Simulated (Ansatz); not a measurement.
YNiO₃ in space group Pnma (No. 62; Y on 4c, Ni on 4b, O on 8d, O on 4c), PBE in the plane-wave PAW code Ansatz, all energies at zero smearing, with the estimated change up to a 700 eV cutoff added, with one set of potentials and settings (totals compare only within such a set). Cell of 20 atoms (4 Y, 4 Ni, 12 O): -45577.009 eV.

```json
[
 {"element": "Y", "reference phase": "P6_3/mmc, 2 atoms in the cell", "E (eV/atom)": "-3848.6668"},
 {"element": "Ni", "reference phase": "Fm-3m, 1 atoms in the cell, spin-polarised", "E (eV/atom)": "-5839.7239"},
 {"element": "O", "reference phase": "C2/m, 4 atoms in the cell, spin-polarised", "E (eV/atom)": "-565.0000"}
]
```

Formation energy per atom, worked out: (-45577.009 − 4×(-3848.6668) − 4×(-5839.7239) − 12×(-565.0000))/20 = -2.172 eV/atom (-210 kJ per mol of atoms), at 0 K, without zero-point energy or fitted corrections.

The first step of the workflow began from a Materials Project structure, measured or hypothetical; the Crystallography Open Database copy checked does not list it. Its standing as an ambient phase is unchecked. The PBE relaxation kept the symmetry of its start; its stability against distortions is not shown here. Spin order of the final state: ferromagnetic, chosen from 2 collinear starts compared on coarse meshes (ties went to the first, and starts can fall back to one state), not a proven ground state. No Hubbard U is applied. The references are the lowest solids computed at this level, not always the standard phases (solids in place of the gases).

Potentials: the later of the program's two PAW sets.
